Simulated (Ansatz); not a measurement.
Ga2O3:
```xyz
10
Lattice="6.2273 1.5416 0.0000 -6.2273 1.5416 0.0000 -1.3920 0.0000 5.7101" Properties=species:S:1:pos:R:3 pbc="T T T"
Ga    -2.9286     1.5416     3.9158
Ga     1.5366     1.5416     1.7942
Ga     4.8217     1.5416     1.1720
Ga    -6.2137     1.5416     4.5381
O     -0.9852     1.5416     4.2444
O     -0.4068     1.5416     1.4656
O      3.4576     1.5416     2.4877
O     -4.8496     1.5416     3.2224
O     -4.3427     1.5416     0.6236
O      2.9507     1.5416     5.0864
```

Relaxed with PBE. Special points in fractions of this cell's reciprocal vectors: Γ (0.000, 0.000, 0.000); C (0.266, 0.266, 0.000); C2 (-0.266, 0.734, 0.000); Y2 (-0.500, 0.500, 0.000); M2 (-0.500, 0.500, 0.500); D (-0.258, 0.742, 0.500); D2 (0.258, 0.258, 0.500); A (0.000, 0.000, 0.500); L2 (0.000, 0.500, 0.500); V2 (0.000, 0.500, 0.000).

**Question.** List the band energies nearest the valence-band maximum at these points for PBE in the plane-wave PAW code Ansatz.

**Answer.** In eV from the valence-band maximum; about four levels below and three above (degenerate sets whole), none deeper than 8.9 eV; points with the same levels are listed once.

| k | below | above |
|---|---|---|
| Γ | -0.66 -0.47 -0.29 -0.02 | 2.01 5.37 6.29 |
| C | -0.87 -0.73 -0.48 -0.10 | 5.47 6.08 6.62 |
| Y2 | -0.69 -0.68 -0.42 -0.14 | 4.19 4.41 5.64 |
| M2 | -0.64 -0.64 -0.59 -0.01 | 4.76 4.98 5.82 |
| D | -1.08 -0.82 -0.82 -0.60 | 6.51 6.59 7.30 |
| A | -0.63 -0.60 -0.54 -0.30 | 4.36 4.55 6.29 |
| L2 | -1.05 -0.98 -0.70 -0.61 | 6.48 6.54 7.47 |
| V2 | -0.77 -0.69 -0.47 -0.10 | 5.35 6.16 6.83 |

Space group C2/m. Symmetry was held in the PBE relaxation. Spin–orbit coupling is left out wherever it is not named.

Potentials: the later of the program's two PAW sets.
